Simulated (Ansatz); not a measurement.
An Ansatz input:

```yaml
crystal:
  lattice:
    - [-1.1625614556, 1.1625614556, 1.1625614556]
    - [1.1625614556, -1.1625614556, 1.1625614556]
    - [1.1625614556, 1.1625614556, -1.1625614556]
  atoms:
    - { symbol: B, position: [0.0, 0.0, 0.0] }
hamiltonian:
  xc: r2scan
  pseudopotentials:
    kind: paw
    azcp:
      B: "pseudopotentials/B.paw.azcp"
basis:
  ecutwfc: 500
  fft_grid_basis: typed
kpoints:
  mp_grid: { grid: [21, 21, 21], shift: [0, 0, 0] }
magnetization:
  spin_polarized: false
scf:
  occupations: { method: fermi_dirac, width: 0.1 }
  lower_state_search: "off"
output:
  stress: true
```

and its output:

```
Engine: ansatz 0.2.0, x86_64-unknown-linux-gnu
Pseudopotentials: kind: paw
Pseudopotential: B, paw, valence charge 3, recommended cutoff 500 eV (meta_gga) 
Functional definition: r2SCAN
  parameter k0 = 0.174
  parameter k1 = 0.065
  parameter a1 = 4.9479
  exchange = r2scan_x(k0 = k0, k1 = k1, a1 = a1)
  correlation = r2scan_c
Crystal: 1 atoms, lattice volume = 6.285 Å³
Basis set: ecut = 500 eV, 141 PW (Γ), exchange–correlation on 60×60×60 points (64 copies of the dense FFT grid, shifted against one another)
Bands: 6, of which v1, the nominal top of the filled ones, is band 2 counted from 1 (1 counted from 0)
Symmetry: 48 space group operations
Space group: Im-3m (ITA 229), of the structure as read, at distance tolerance 1.8e-5 Å
k-points: 286 of 9261
Non-local potential: B, projectors of the file, l = 0: 2, l = 1: 2, l = 2: 1
PAW form: soft (Blöchl's): semilocal exchange-correlation on the pseudo side does not see the compensation charge
PAW frozen core: B, regenerated for the run's functional (the file was generated under x = pbe(κ = 0.804, μ = 0.2195149727645171), c = pbe(β = 0.06672455060314922))
PAW one-centre angular grid: B, 302 points (default); XC on 160 Gauss nodes
Initial density: superposition of atomic densities (neutral atoms: chi_scale 0, normalization atom), corrected by the library's trained network
Initial wavefunctions: pseudopotential atomic-orbital guess
Functional: x = r2scan, c = r2scan; τ floored in thin density (d = 2e-4 eV/Å³)
SCF iter   1: F=-154.712502 eV  HF=-154.699595 eV  |F-HF|=1.29e-2  |Δ(HF+E_count)|=         —  Δρ=1.02e-2  dr2=3.95e-3  dr2_τ=6.42e-2  ethr=1.77e-3  ⟨swp⟩=5.0  Hψ=13718  notcnv=0
SCF iter   2: F=-154.713589 eV  HF=-154.713671 eV  |F-HF|=8.25e-5  |Δ(HF+E_count)|=   1.41e-2  Δρ=7.31e-3  dr2=2.03e-3  dr2_τ=1.25e-5  ethr=1.32e-4  ⟨swp⟩=2.7  Hψ=5482  notcnv=0  defer=99
SCF iter   3: F=-154.713604 eV  HF=-154.713621 eV  |F-HF|=1.69e-5  |Δ(HF+E_count)|=   5.02e-5  Δρ=3.22e-3  dr2=3.94e-4  dr2_τ=6.62e-6  ethr=6.76e-5  ⟨swp⟩=1.3  Hψ=1750  notcnv=0  defer=99
SCF iter   4: F=-154.713609 eV  HF=-154.713611 eV  |F-HF|=2.53e-6  |Δ(HF+E_count)|=   9.66e-6  Δρ=1.21e-3  dr2=5.62e-5  dr2_τ=1.84e-7  ethr=1.31e-5  ⟨swp⟩=1.0  Hψ=1633  notcnv=0  defer=99
SCF iter   5: F=-154.713609 eV  HF=-154.713609 eV  |F-HF|=1.97e-9  |Δ(HF+E_count)|=   2.06e-6  Δρ=2.34e-4  dr2=2.07e-6  dr2_τ=6.90e-9  ethr=1.87e-6  ⟨swp⟩=1.0  Hψ=1633  notcnv=0  defer=99
SCF iter   6: F=-154.713609 eV  HF=-154.713609 eV  |F-HF|=4.03e-9  |Δ(HF+E_count)|=   4.74e-8  Δρ=2.61e-5  dr2=2.44e-8  dr2_τ=1.41e-10  ethr=3.33e-9  ⟨swp⟩=3.0  Hψ=4952  notcnv=0
SCF 1 converged in 6 iterations: F = -154.713609 eV  dr2 = 2.44e-8
SCF converged after 6 iterations
Free energy (F): -154.713609 eV
Harris-Foulkes:  -154.713609 eV  (|F-HF|=4.03e-9)
Internal energy: -154.705848 eV  (E = F + TS)
E sigma→0 (E₀):  -154.709729 eV
Entropy (-TS):   -0.007761 eV (-7.761 meV/atom)
Fermi energy:    13.510891 eV
--- Per-component energies (eV) ---
  E_band       = 16.134269
  E_kinetic    = 46.387577
  E_local      = -0.454417  (includes V_loc(G=0)·N_el)
  E_nonlocal   = 11.343771
  E_hartree    = 0.181173
  E_xc         = -30.991410
  E_vxc        = -41.127336  (∫ρ·V_xc dr)
  E_paw        = -79.732999  (= ΣΔE_a)
  E_vpaw       = -2.517407  (= ΣTr[D̂ρ^β])
  E_aug_tail   = -0.000001  (compensation charges beyond the density's cutoff)
  E_vtau       = 2.139795  (kinetic-family band-sum trace: ∫τ·v_τ [+ j·A + Jᵃ·Aᵃ] dr)
  E_ewald      = -101.421099
  E_core_change = -0.018442  (= ΣΔE_core)
  E_smearing   = -0.007761  (= −TS)
  E_closure    = -0.000000  (closes the sum)
  Σ components = -154.713609   (vs F -154.713609, Δ=0.00e0)
--- Stress (GPa, compression-positive) ---
       -8.622875       0.000000      -0.000000
       -0.000000      -8.622875      -0.000000
        0.000000       0.000000      -8.622875
  P = ⅓ Tr σ = -8.6229 GPa (-86.229 kbar)
```

Command:

```sh
ansatz run input.yaml --threads 1 --pin off --max-ram 3584MiB --backend cpu --events-out ev --progress --plain --runs-dir out
```

On 1 thread of Intel(R) Xeon(R) Platinum 8259CL CPU @ 2.50GHz (Skylake/Cascade Lake) (shared host) this took about 2.8 s of wall time and 2.7 s of CPU time.
